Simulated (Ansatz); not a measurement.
Mg:
```
Mg
1.0
    0.00000     3.42287     3.42287
    3.42287     0.00000     3.42287
    3.42287     3.42287     0.00000
Mg
2
Direct
  0.00000   0.00000   0.00000
  0.25000   0.25000   0.25000
```

Relaxed with r²SCAN. Special points in fractions of this cell's reciprocal vectors: Γ (0.000, 0.000, 0.000); X (0.500, 0.000, 0.500); U (0.625, 0.250, 0.625); K (0.375, 0.375, 0.750); L (0.500, 0.500, 0.500); W (0.500, 0.250, 0.750).

**Question.** List the band energies nearest the Fermi level at these points for DFT-r²SCAN in the program Ansatz with PAW potentials.

**Answer.** In eV from the Fermi level; about four levels below and three above (degenerate sets whole), none deeper than 8.9 eV; points with the same levels are listed once.

```json
[
 {"k": "Γ", "below": "-5.27", "above": "3.40 3.40 3.40"},
 {"k": "X", "below": "-2.14 -2.14", "above": "0.98 0.98 2.72 2.72"},
 {"k": "U", "below": "-2.33 -1.73 -0.45", "above": "1.32 3.10 5.42"},
 {"k": "L", "below": "-3.38 -2.03", "above": "2.45 2.45 4.33"},
 {"k": "W", "below": "-1.92 -1.92 -0.09 -0.09", "above": "5.46 5.46 6.27 6.27"}
]
```

Space group Fd-3m (diamond). The start of the workflow was typed in or built on a structure type; neither database checked (COD, Materials Project) lists it. It is not the phase usual at ambient conditions (space group No. 194). The cell was relaxed with r²SCAN under the symmetry of its start. At this level the phase is mechanically unstable.

Potentials: the earlier of the program's two PAW sets.
